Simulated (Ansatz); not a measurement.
Input and command of a plane-wave DFT calculation in Ansatz:

```yaml
crystal:
  lattice:
    - [2.8621655562, 0.0, 0.0]
    - [0.0, 2.8621655562, 0.0]
    - [0.0, 0.0, 13.0175794467]
  atoms:
    - { symbol: Ni, position: [0.5, 0.5, 0.1152287955] }
    - { symbol: Al, position: [0.0, 0.0, 0.2251634254] }
    - { symbol: Ni, position: [0.5, 0.5, 0.3350980552] }
    - { symbol: Al, position: [0.0, 0.0, 0.4450326851] }
    - { symbol: Ni, position: [0.5, 0.5, 0.5549673149] }
    - { symbol: Al, position: [0.0, 0.0, 0.6649019448] }
    - { symbol: Ni, position: [0.5, 0.5, 0.7748365746] }
    - { symbol: Al, position: [0.0, 0.0, 0.8847712045] }
basis:
  ecutwfc: 420
kpoints:
  mp_grid: { grid: [12, 12, 1] }
hamiltonian:
  xc: pbesol
scf:
  occupations: { method: gaussian, width: 0.1 }
  max_iter: 87
output:
  forces: true
  stress: true
  eigenvalues: true
efield:
  axis: 3
  dipole_correction: true
  ramp_width: 0.04
```

```bash
ansatz run input.yaml --threads 1 --pin off --max-ram 2560MiB --backend cpu --events-out ev --progress --plain --runs-dir out
```

Processor: Arm Neoverse V2, 1 thread, on a host shared with other jobs.

Task: How long does it run, and how much memory does it take?

Result: About 65 s on 1 thread of Arm Neoverse V2, with other jobs on the host, peak memory 0.37 GiB. It solves 51 bands at 28 k points (the mesh reduced by the symmetry that the task leaves, which can be less than the crystal's) with about 2095 plane waves, in 35 SCF iterations.
